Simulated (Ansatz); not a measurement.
Ba$_{2}$CuBrO$_{2}$:
```
Ba2CuBrO2
1.0
    2.15335     1.24324     9.75832
   -2.15335     1.24324     9.75832
    0.00000    -2.48647     9.75832
Ba Cu Br O
2 1 1 2
Cartesian
  0.00000   0.00000   7.35477
  0.00000   0.00000  21.92020
  0.00000   0.00000  14.63749
  0.00000   0.00000   0.00000
  0.00000   0.00000  16.42569
  0.00000   0.00000  12.84928
```

Relaxed with r²SCAN.

Map the valence electron density (e/Å³), cut off at 1 on the plane through (0.251, 0.251, 0.251) spanned by u = [1, 0, 0] and v = [-1, 1, 1] in lattice vectors, from DFT-r²SCAN in the program Ansatz with PAW potentials.

x is the fraction of u, y of v (the angle between them is 41°; rows are the nearest grid lines); atoms in the plane: Ba at (0.00, 0.00), Ba at (1.00, 0.50), Cu at (0.50, 0.25), Br at (0.50, 0.75), O at (0.62, 0.31), O at (0.38, 0.19).
```
y \ x   0.000  0.100  0.175  0.275  0.375  0.450  0.550  0.625  0.725  0.825  0.900   1.00
------  -----  -----  -----  -----  -----  -----  -----  -----  -----  -----  -----  -----
1.00    0.185  0.761  0.041  0.039  0.029  0.045  0.082  0.040  0.029  0.040  0.774  0.185
0.925    1.00   1.00  0.292  0.122  0.231  0.087  0.024  0.018  0.013  0.015  0.043   1.00
0.850   0.056  0.531  0.374  0.110  0.937  0.977  0.106  0.018  0.010  0.013  0.018  0.056
0.775   0.022  0.031  0.058  0.041  0.552  0.582   1.00  0.118  0.017  0.017  0.018  0.022
0.700   0.022  0.017  0.014  0.013  0.071  0.712  0.734  0.710  0.056  0.117  0.058  0.022
0.625   0.131  0.017  0.014  0.010  0.015  0.059  0.572  0.733  0.118  0.501  0.986  0.131
0.550    1.00  0.085  0.016  0.015  0.024  0.031  0.048  0.123  0.091  0.215   1.00   1.00
0.450    1.00   1.00  0.122  0.054  0.071  0.178  0.206  0.037  0.016  0.018  0.156   1.00
0.375   0.233   1.00  0.386  0.104  0.452  0.298   1.00  0.891  0.024  0.012  0.019  0.233
0.300   0.025  0.083  0.179  0.729  0.599   1.00   1.00   1.00  0.315  0.015  0.019  0.025
0.225   0.025  0.018  0.028  0.912   1.00   1.00   1.00  0.685   1.00  0.085  0.029  0.025
0.150   0.058  0.018  0.012  0.069   1.00   1.00   1.00  0.720  0.186  0.385  0.517  0.058
0.0750   1.00  0.042  0.014  0.013  0.115  0.659  0.192  0.124  0.065  0.274   1.00   1.00
0.000   0.185  0.761  0.041  0.039  0.029  0.045  0.082  0.040  0.029  0.040  0.774  0.185
```

The density is the valence pseudo-density with augmentation charge, so density and ELF within about 1 Å of a nucleus are not all-electron values.

Space group R-3m. The workflow started from a Materials Project entry (that database holds measured and hypothetical structures alike); the Crystallography Open Database files this formula in space group No. 166, but the cells were not matched. Its standing as an ambient phase is unchecked. The r²SCAN relaxation kept the symmetry of its start; whether a distortion lowers the energy is not shown. No spin polarisation was allowed. No Hubbard U is applied. Spin–orbit coupling is left out wherever it is not named.

Potentials: the later of the program's two PAW sets.
